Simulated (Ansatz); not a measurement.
The elements of this relaxed trial crystal are hidden behind letters.

```
lattice vectors (Å)
   6.5749    0.0000    0.0000
  -3.2875    5.6941    0.0000
   0.0000    0.0000    5.4051
fractional positions
X 0.0000 0.0000 0.0000
Z 0.6667 0.3333 0.0000
Z 0.3333 0.6667 0.0000
Q 0.5000 0.5000 0.5000
Q 0.5000 0.0000 0.5000
Q 0.0000 0.5000 0.5000
```

These are results of DFT PBE, scalar-relativistic, plane waves, PAW (Ansatz), not measurements. The final run on the 6-atom cell used 420 eV, a Γ-centred 6×6×8 mesh, 0.10 eV smearing and no spin polarisation.

- Space group: P6/mmm (No. 191)
- Conventional cell: a = 6.575 Å, c = 5.405 Å
- Volume per atom: 33.73 Å³
- Density: 6.11 g/cm³
- Energy over the elements: −0.27 eV/atom
- Gap on the 6×6×8 mesh of the 6-atom cell: 0 eV (a metal)

Energies are uncorrected and count from the elements' standard states at the same level.

Question: X is an s-block element of period 6, Z is a d-block element of period 5 and Q is a p-block element of period 5. Which elements are they?

Answer: X = Ba, Z = Cd, Q = Te, so the formula is BaCd2Te3. Density times volume gives a mean mass of 6.11 × 33.73/1.6605 = 124.1 u per atom, and this set has 124.2 u. Ba has 6 Cd at 3.80 Å and 12 Te at 4.26 Å; around Cd lie 6 Te at 3.30 Å, 3 Ba at 3.80 Å and 3 Cd at 3.80 Å; around Te lie 4 Te at 3.29 Å, 4 Cd at 3.30 Å and 4 Ba at 4.26 Å. Other sets within the hints have nearly the same mass, so mass alone doesn't settle it; this one was computed.

These runs have no spin–orbit coupling, which can matter for Te. Symmetry constrained the relaxation, so the result can be a saddle point.
